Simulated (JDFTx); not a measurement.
An input for JDFTx (a modified build) (W(100), CANDLE, water, 1 M NaF; bohr, hartree) and the course of its log:

```
lattice \
  5.9910365274 0.0000000000 0.0000000000 \
  0.0000000000 5.9910365274 0.0000000000 \
  0.0000000000 0.0000000000 72.3765105732
coords-type Lattice
ion W 0.0000000000 0.0000000000 -0.0827759790 0
ion W 0.5000000000 0.5000000000 -0.0413879900 0
ion W 0.0000000000 0.0000000000 0.0000000000 0
ion W 0.5000000000 0.5000000000 0.0413879900 0
ion W 0.0000000000 0.0000000000 0.0827759790 0
ion-species pseudo/w_pbe_v1.2.upf
elec-cutoff 20 100
elec-ex-corr gga-PBE
coulomb-interaction Slab 001
coulomb-truncation-embed 0 0 0
kpoint-folding 8 8 1
elec-smearing Fermi 0.01
elec-n-bands 47
target-mu -0.157655
electronic-scf nIterations 100 energyDiffThreshold 1e-07
fluid LinearPCM
pcm-variant CANDLE
fluid-solvent H2O
fluid-cation Na+ 1
fluid-anion F- 1
fluid-minimize nIterations 400 knormThreshold 1e-11
wavefunction read f0.wfns
elec-initial-eigenvals f0.eigenvals
elec-initial-fillings read f0.fillings
fluid-initial-state f0.fluidState
dump-name f0_u0.$VAR
dump End State Ecomponents EigStats BandEigs Forces ElecDensity IonicPositions Fillings Kpoints Dtot FluidDebug BoundCharge FluidDensity
```

```
[one cycle in 5 is shown, and the last three; fluid-solver lines are left out]
	FillingsUpdate:  mu: -0.157655000  nElectrons: 67.257180
SCF: Cycle:  0   G: -330.103391618565411   dG: +2.286e+00   |Residual|: 1.467e-01   |deigs|: 2.905e-08
	FillingsUpdate:  mu: -0.157655000  nElectrons: 69.569933
SCF: Cycle:  5   G: -332.346596510251402   dG: -1.871e-02   |Residual|: 2.098e-02   |deigs|: 8.416e-04
	FillingsUpdate:  mu: -0.157655000  nElectrons: 69.729363
SCF: Cycle: 10   G: -332.382780931321122   dG: -3.105e-03   |Residual|: 9.184e-03   |deigs|: 2.332e-04
	FillingsUpdate:  mu: -0.157655000  nElectrons: 69.726590
SCF: Cycle: 15   G: -332.386704200996860   dG: -1.031e-03   |Residual|: 6.636e-03   |deigs|: 1.654e-04
	FillingsUpdate:  mu: -0.157655000  nElectrons: 69.870192
SCF: Cycle: 20   G: -332.389447618691804   dG: -5.865e-04   |Residual|: 3.690e-03   |deigs|: 1.047e-03
	FillingsUpdate:  mu: -0.157655000  nElectrons: 69.804991
SCF: Cycle: 25   G: -332.390750612637987   dG: -4.151e-04   |Residual|: 1.857e-04   |deigs|: 2.666e-04
	FillingsUpdate:  mu: -0.157655000  nElectrons: 69.802683
SCF: Cycle: 30   G: -332.390750152194812   dG: -8.372e-06   |Residual|: 1.064e-04   |deigs|: 3.304e-05
	FillingsUpdate:  mu: -0.157655000  nElectrons: 69.804657
SCF: Cycle: 35   G: -332.390751038594715   dG: -1.261e-06   |Residual|: 6.247e-05   |deigs|: 1.294e-05
	FillingsUpdate:  mu: -0.157655000  nElectrons: 69.802800
SCF: Cycle: 40   G: -332.390751454522388   dG: -4.513e-07   |Residual|: 8.680e-05   |deigs|: 9.124e-06
	FillingsUpdate:  mu: -0.157655000  nElectrons: 69.804826
SCF: Cycle: 45   G: -332.390750562684900   dG: -6.873e-07   |Residual|: 8.019e-05   |deigs|: 3.749e-06
	FillingsUpdate:  mu: -0.157655000  nElectrons: 69.807152
SCF: Cycle: 50   G: -332.390745224147224   dG: +6.215e-06   |Residual|: 1.985e-04   |deigs|: 4.026e-05
	FillingsUpdate:  mu: -0.157655000  nElectrons: 69.803875
SCF: Cycle: 55   G: -332.390751286561851   dG: +3.208e-08   |Residual|: 5.223e-05   |deigs|: 5.577e-06
	FillingsUpdate:  mu: -0.157655000  nElectrons: 69.803906
SCF: Cycle: 60   G: -332.390751477533342   dG: -3.021e-05   |Residual|: 6.259e-05   |deigs|: 7.825e-05
	FillingsUpdate:  mu: -0.157655000  nElectrons: 69.803696
SCF: Cycle: 65   G: -332.390751506940035   dG: -1.819e-07   |Residual|: 7.234e-05   |deigs|: 6.661e-06
	FillingsUpdate:  mu: -0.157655000  nElectrons: 69.803607
SCF: Cycle: 70   G: -332.390751475088223   dG: -1.021e-06   |Residual|: 3.866e-05   |deigs|: 8.799e-06
	FillingsUpdate:  mu: -0.157655000  nElectrons: 69.803746
SCF: Cycle: 75   G: -332.390751500615124   dG: -2.329e-07   |Residual|: 7.539e-05   |deigs|: 7.209e-06
	FillingsUpdate:  mu: -0.157655000  nElectrons: 69.803463
SCF: Cycle: 80   G: -332.390751570390307   dG: -2.049e-07   |Residual|: 1.543e-05   |deigs|: 3.117e-06
	FillingsUpdate:  mu: -0.157655000  nElectrons: 69.803706
SCF: Cycle: 85   G: -332.390751500293845   dG: -1.113e-07   |Residual|: 2.490e-05   |deigs|: 2.391e-06
	FillingsUpdate:  mu: -0.157655000  nElectrons: 69.805108
SCF: Cycle: 90   G: -332.390750611930628   dG: +8.745e-07   |Residual|: 1.193e-04   |deigs|: 1.686e-05
	FillingsUpdate:  mu: -0.157655000  nElectrons: 69.802866
SCF: Cycle: 95   G: -332.390751423700578   dG: -5.519e-07   |Residual|: 4.496e-05   |deigs|: 1.277e-05
	FillingsUpdate:  mu: -0.157655000  nElectrons: 69.803408
SCF: Cycle: 97   G: -332.390751541563418   dG: -2.005e-07   |Residual|: 3.276e-05   |deigs|: 3.590e-06
	FillingsUpdate:  mu: -0.157655000  nElectrons: 69.801412
SCF: Cycle: 98   G: -332.390750473779178   dG: +1.068e-06   |Residual|: 1.003e-04   |deigs|: 1.819e-05
	FillingsUpdate:  mu: -0.157655000  nElectrons: 69.803822
SCF: Cycle: 99   G: -332.390751505878029   dG: -1.032e-06   |Residual|: 4.955e-05   |deigs|: 1.678e-05
SCF: None of the convergence criteria satisfied after 100 iterations.
IonicMinimize: Iter:   0  G: -332.390751505878029  |grad|_K:  0.000e+00
IonicMinimize: Converged (|grad|_K<1.000000e-04).
```

This run gave no converged result. The loop ran out of cycles short of its threshold. It has stalled and not diverged: the last ten energies span 1e-06 Ha, so the total is near its end, but levels, forces and the electron count aren't shown converged.
